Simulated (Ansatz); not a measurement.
Al2O3:
```cif
data_Al12O18
_chemical_formula_sum 'Al12 O18'
_space_group_name_H-M_alt 'R-3c :H'
_space_group_IT_number 167
_space_group_name_Hall '-R 3 2"c'
_cell_length_a 4.75881
_cell_length_b 4.75881
_cell_length_c 12.99489
_cell_angle_alpha 90.000
_cell_angle_beta 90.000
_cell_angle_gamma 120.000
loop_
_atom_site_label
_atom_site_type_symbol
_atom_site_symmetry_multiplicity
_atom_site_Wyckoff_symbol
_atom_site_fract_x
_atom_site_fract_y
_atom_site_fract_z
_atom_site_occupancy
Al1 Al 12 c 0.00000 0.00000 0.14809 1
O1 O 18 e 0.30636 0.30636 0.75000 1
```
(The calculation used a cell of 10 atoms; values per cell refer to that cell.)

Relaxed with r²SCAN.

### Question
Tabulate the valence density and the electron localisation function along the shortest Al–Al contact (2.65 Å), DFT-r²SCAN in the program Ansatz with PAW potentials.

### Answer


| distance from Al (Å) | density (e/Å³) | ELF |
|---|---|---|
| 0.26 | 0.05 | 0.01 |
| 0.40 | 0.06 | 0.00 |
| 0.53 | 0.08 | 0.01 |
| 0.66 | 0.12 | 0.03 |
| 0.79 | 0.16 | 0.07 |
| 0.93 | 0.18 | 0.09 |
| 1.06 | 0.20 | 0.10 |
| 1.19 | 0.20 | 0.10 |
| 1.32 | 0.20 | 0.10 |
| 1.46 | 0.20 | 0.10 |
| 1.59 | 0.20 | 0.10 |
| 1.72 | 0.18 | 0.09 |
| 1.85 | 0.16 | 0.07 |
| 1.99 | 0.12 | 0.03 |
| 2.12 | 0.08 | 0.01 |
| 2.25 | 0.06 | 0.00 |
| 2.38 | 0.05 | 0.01 |

The density is the valence pseudo-density with augmentation charge, so density and ELF within about 1 Å of a nucleus are not all-electron values.

The cell was relaxed with r²SCAN under the symmetry of its start.

Potentials: the later of the program's two PAW sets.
